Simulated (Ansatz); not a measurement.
MgTePb2O6 in space group Fm-3m (No. 225; Mg on 4a, Te on 4b, Pb on 8c, O on 24e), DFT-PBEsol in the program Ansatz with PAW potentials. The conduction-band minimum lies at Γ, with 1 equivalent valley. Second derivatives d²E/dk² of the lowest band at one valley (eV·Å²), along Cartesian directions:

```tsv
direction	d²E/dk²
[100]	16.35
[010]	16.35
[001]	16.35
[110]	16.35
[101]	16.35
[011]	16.35
```

Find the principal effective masses, the density-of-states mass and the conductivity mass.

Off-diagonal terms follow from H_xy = H[110] − (H_xx + H_yy)/2, and m*/mₑ = 7.620 eV·Å² over each eigenvalue: 0.47, 0.47, 0.47. One valley's DOS mass (m₁m₂m₃)^(1/3) = 0.47, conductivity mass 3/(Σ 1/mᵢ) = 0.47 mₑ.

What effective density of states Nc follows at 300 K for parabolic valleys?

Nc = 2.509e19 × 1 × (0.47)^(3/2) ≈ 8.1e18 cm⁻³.

The workflow started from a Materials Project entry (that database holds measured and hypothetical structures alike); the Crystallography Open Database files this formula in space group No. 225, but the cells were not matched. Its standing as an ambient phase is unchecked. The PBEsol relaxation kept the symmetry of its start; whether a distortion lowers the energy is not shown. Scalar-relativistic: spin–orbit coupling is off unless named, which matters more the heavier the elements.

Potentials: the later of the program's two PAW sets.

Edges and masses are those of Kohn–Sham bands, whose gap is no quasiparticle gap.
